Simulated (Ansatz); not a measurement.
Relaxed-ion elastic tensor of Nb4N3 in space group I4/mmm (No. 139; Nb on 4c, Nb on 4e, N on 4d, N on 2a) in GPa (Voigt order), PBEsol in the plane-wave PAW code Ansatz; density 8.42 g/cm³, 11.66 Å³ per atom.

```
671  106  139  0.0  0.0  0.0
106  671  139  0.0  0.0  0.0
139  139  623  0.0  0.0  0.0
0.0  0.0  0.0  102  0.0  0.0
0.0  0.0  0.0  0.0  102  0.0
0.0  0.0  0.0  0.0  0.0  124
```

### Question
Is the crystal mechanically stable?

### Answer
Yes: the smallest eigenvalue of C is 102 GPa.

### Question
Work out the Voigt, Reuss and Hill averages.

### Answer
K_V = 304, K_R = 304, K_H = 304; G_V = 171, G_R = 142, G_H = 156 GPa.

### Question
Give Young's modulus, Poisson's ratio, Pugh's ratio and the universal anisotropy index.

### Answer
E = 9KG/(3K + G) = 400 GPa; ν = 0.28; K/G = 1.94 (ductile by the Pugh limit of 1.75); A_U = 5G_V/G_R + K_V/K_R − 6 = 1.03.

### Question
Estimate the sound speeds and the Debye temperature.

### Answer
v_l = √((K + 4G/3)/ρ) = 7800 m/s, v_t = √(G/ρ) = 4310 m/s, mean 4800 m/s; Θ = (h/k)(3n/4πV)^(1/3) v_m = 631 K.

### Question
Solve the Christoffel equation for the three sound speeds along x, y, z.

### Answer
Eigenvalues of C_ijkl n_j n_l equal ρv². In km/s, slowest first: x 3.48, 3.84, 8.93; y 3.48, 3.84, 8.93; z 3.48, 3.48, 8.60.

### Question
How much does each axis shrink under pressure?

### Answer
Linear compressibilities β_i = Σ_j S_ij (j = 1 to 3): x 1.1, y 1.1, z 1.1 per TPa.

The workflow started from a Materials Project entry (that database holds measured and hypothetical structures alike); the Crystallography Open Database copy checked does not list it. Whether it is the stable phase at ambient conditions was not checked. Symmetry was held in the PBEsol relaxation; of distortions, only those at the zone centre were tested. The run is not spin-polarised. As this level gives no gap, shear constants depend on the k-mesh and smearing (Fermi–Dirac, 0.1 eV here).

Potentials: the later of the program's two PAW sets.
